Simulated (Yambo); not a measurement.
## Convergence of the G0W0 gap of BaZnBO3F

G0W0@LDA for BaZnBO₃F (space group P-6, No. 174) in Yambo. Reference settings: 3×3×4 Γ-centred k mesh, bands 5 to 153 and a 7 Ry block in the screening, 153 bands in G with the Bruneval-Gonze terminator, plasmon pole fitted at 27.2 eV. The LDA gap K → Γ on this mesh is 3.44 eV; G0W0 gaps are taken between the same points.

```json
[
 {"change from the reference": "reference settings", "G0W0 gap K → Γ (eV)": "5.70", "shift of the valence edge (eV)": "-1.20", "rough Yambo cost": "1"},
 {"change from the reference": "66 bands in W, 66 bands in G", "G0W0 gap K → Γ (eV)": "5.97", "shift of the valence edge (eV)": "-1.08", "rough Yambo cost": "about 1/3"},
 {"change from the reference": "102 bands in W, 102 bands in G", "G0W0 gap K → Γ (eV)": "5.77", "shift of the valence edge (eV)": "-1.14", "rough Yambo cost": "within a factor of two"},
 {"change from the reference": "66 bands in G", "G0W0 gap K → Γ (eV)": "5.74", "shift of the valence edge (eV)": "-1.18", "rough Yambo cost": "–"},
 {"change from the reference": "102 bands in G", "G0W0 gap K → Γ (eV)": "5.71", "shift of the valence edge (eV)": "-1.19", "rough Yambo cost": "–"},
 {"change from the reference": "78 bands in W", "G0W0 gap K → Γ (eV)": "5.87", "shift of the valence edge (eV)": "-1.13", "rough Yambo cost": "within a factor of two"},
 {"change from the reference": "6 Ry block", "G0W0 gap K → Γ (eV)": "5.69", "shift of the valence edge (eV)": "-1.19", "rough Yambo cost": "within a factor of two"},
 {"change from the reference": "no random integration", "G0W0 gap K → Γ (eV)": "5.63", "shift of the valence edge (eV)": "-1.01", "rough Yambo cost": "–"},
 {"change from the reference": "102 bands in G, no terminator", "G0W0 gap K → Γ (eV)": "5.53", "shift of the valence edge (eV)": "-0.79", "rough Yambo cost": "–"}
]
```

The reference isn't shown to be the converged limit. Costs are rough (shared machines), scaled to the same edge states, and given only for runs that recompute the screening.

Geometry of the Materials Project entry, not relaxed at this level; primitive cell a = b = 5.127 Å, c = 4.364 Å, α = β = 90.00°, γ = 120.00°.

A shift is the quasiparticle energy of the state minus its LDA energy.
